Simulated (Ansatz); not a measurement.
Values for one crystal, relaxed and computed with r²SCAN in the plane-wave PAW code Ansatz; other levels are named.

| Property | Result |
|---|---|
| Volume per atom | 9.31 Å³ |
| Band gap | 5.68 eV (direct) |
| Formation energy from the elements (no fitted shifts) | -2.94 eV/atom |
| Valence-band maximum | at Γ |
| Conduction-band minimum | at Γ |

**Question.** Which of these materials gives this?
A) MgO, rock salt
B) HfO2, P2_1/c (Hf on 4e, O on 4e, O on 4e)
C) MgS, rock salt
D) PdS2, Pbca (Pd on 4a, S on 8c)

**Answer.** A, MgO, rock salt

Space group Fm-3m (rock salt). The r²SCAN relaxation kept the symmetry of its start. The references are the lowest solids computed at this level, not always the standard phases (solids in place of the gases).

Potentials: the earlier of the program's two PAW sets.
